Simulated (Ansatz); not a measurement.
# Ti$_{2}$Cd under compression and expansion

```
CELL_PARAMETERS angstrom
-1.43250 1.43250 6.71000
1.43250 -1.43250 6.71000
1.43250 1.43250 -6.71000
ATOMIC_POSITIONS crystal
Ti 0.32400 0.32400 0.00000
Ti 0.67600 0.67600 0.00000
Cd 0.00000 0.00000 0.00000
```

The geometry is COD entry 1525205, unchecked; take it as a test cell.

Levels of theory: DFT, LDA, all-electron LAPW, scalar-relativistic (Ansatz 0.2.0); DFT, LDA, PAW with Ansatz's default frozen-core files, scalar-relativistic (Ansatz 0.2.0).

For LAPW: a Γ-centred 16×16×16 k mesh, Fermi–Dirac smearing of 0.08 eV, basis error target 1 meV/atom, no spin polarisation. PAW takes a cutoff of 420 eV at this cell (files made with PBE, cores remade for this functional). The Ansatz runs share mesh, smearing and spin set-up. Plane-wave (PAW) pressures include the program's estimate of the Pulay term.

The cell above is scaled evenly, with fractional coordinates and shape held.

```tsv
V/V(cell)	V (Å³/atom)	P, LAPW (GPa)	P, PAW (GPa)	free energy over the lowest listed, PAW (meV/atom)
0.9400	17.258	-2.10	-2.10	0.0
0.9600	17.625	?	?	?
0.9800	17.992	-6.32	-6.33	19.7
0.9900	18.175	-7.24	-7.24	27.5
1.0000	18.359	-8.11	-8.11	36.3
1.0100	18.543	-8.92	-8.93	46.0
1.0200	18.726	-9.70	-9.70	56.7
1.0400	19.093	-11.11	-11.11	80.6
1.0600	19.461	-12.38	-12.37	107.5
```

Q: Fill in the row V/V(cell) = 0.9600.

A: P, LAPW (GPa) = -4.33, P, PAW (GPa) = -4.34, free energy over the lowest listed, PAW (meV/atom) = 7.4.
